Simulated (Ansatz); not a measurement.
A relaxed cell of MgSe3 is given with its symmetry left out. The cell was found from a structure generator's guess, not taken from experiment.

Computed with DFT PBE, scalar-relativistic, plane waves, PAW (Ansatz). Cutoff 420 eV, Γ-centred mesh, Gaussian smearing, no spin polarisation.

```xyz
8
Lattice="7.9794 0.0000 0.0000 -3.9897 6.9104 0.0000 0.0000 0.0000 4.6996" Properties=species:S:1:pos:R:3 pbc="T T T"
Mg    0.0000    4.6069    2.3498
Mg    3.9897    2.3035    2.3498
Se    1.6884    2.9243    1.0203
Se   -2.3013    3.9861    1.0203
Se    4.6027    0.0000    1.0203
Se   -1.6884    2.9243    3.6793
Se    2.3013    3.9861    3.6793
Se    3.3767    0.0000    3.6793
```

Formation energies are uncorrected and refer to the elements' standard structures at the same level.

Q: Find its symmetry and describe it.

A: P-31m (No. 162). Conventional cell: a = 7.979 Å, c = 4.700 Å. Around Mg lie 6 Se at 2.73 Å; Se has 1 Se at 2.38 Å, 2 Mg at 2.73 Å and 1 Se at 2.93 Å.

Q: What is its formation energy per atom?

A: −0.47 eV/atom. Whether it is stable depends on the other phases of the system, which aren't compared here.

Q: Is it a metal?

A: Yes, bands cross the Fermi level on the 6×6×8 mesh.

The last run used a 6×6×8 mesh (in the run's order of axes) for its 8-atom cell and Gaussian smearing of 0.10 eV. The reference form of Se is held partly by dispersion forces, which this level lacks. Symmetry constrained the relaxation, so the result can be a saddle point.
